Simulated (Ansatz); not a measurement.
# LiTaBe2N3: rattling a relaxed structure

The cell was found from a structure generator's guess, not taken from experiment.

Level of theory: DFT PBE, scalar-relativistic, plane waves, PAW (Ansatz 0.2.0). Cutoff 420 eV; k points 12×12×8 on the computed 7-atom cell (Γ-centred); Gaussian smearing, width 0.10 eV; no spin polarisation.

The cell below (7 atoms, space group Cm (No. 8)) is relaxed within its symmetry.

```xyz
7
Lattice="5.7570 -1.4456 0.0077 5.7570 1.4456 0.0077 -0.0813 0.0000 4.2788" Properties=species:S:1:pos:R:3 pbc="T T T"
Li    3.8925    0.0000    1.1803
Ta    8.2466    0.0000    3.2276
Be    5.6005    0.0000    3.4818
Be    1.5443    0.0000    0.8417
N     0.7244    0.0000    3.6317
N     8.0647    0.0000    1.1979
N     3.9900    0.0000    3.3302
```

For the test it was strained at random (σ = 1.5 % a component), the atoms were moved at random (σ = 0.05 Å), and all was relaxed again on a coarse 8×6×8 mesh (in the run’s order of axes) with 0.20 eV smearing, with no symmetry imposed.

Spin–orbit coupling, which can matter for Ta, is left out.

Question: Is the structure stable against such a distortion?

Answer: It returns, within 1 meV/atom of the unmoved cell on that mesh and with the same symmetry when read at 0.1 Å. No instability shows in this cell; modes of other wave vectors, which need another repeat, aren't tested.
